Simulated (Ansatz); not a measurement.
TiRh₃ (Cu3Au type, Pm-3m), the program Ansatz at the r²SCAN level (PAW), all energies at zero smearing, with the estimated change up to a 700 eV cutoff added, with one set of potentials and settings (totals compare only within such a set). Cell of 4 atoms (1 Ti, 3 Rh): -21752.898 eV.

```tsv
element	reference phase	E (eV/atom)
Ti	P6/mmm, 3 atoms in the cell	-2504.3896
Rh	Fm-3m, 1 atoms in the cell	-6415.2735
```

Formation energy per atom, worked out: (-21752.898 − 1×(-2504.3896) − 3×(-6415.2735))/4 = -0.672 eV/atom (-65 kJ per mol of atoms), at 0 K, without zero-point energy or fitted corrections.

The workflow started from an entry of the Crystallography Open Database (COD). Its standing as an ambient phase is unchecked. Symmetry was held in the r²SCAN relaxation; its stability against distortions is not shown here. The run is not spin-polarised. The references are the lowest solids computed at this level, not always the standard phases.

Potentials: the later of the program's two PAW sets.
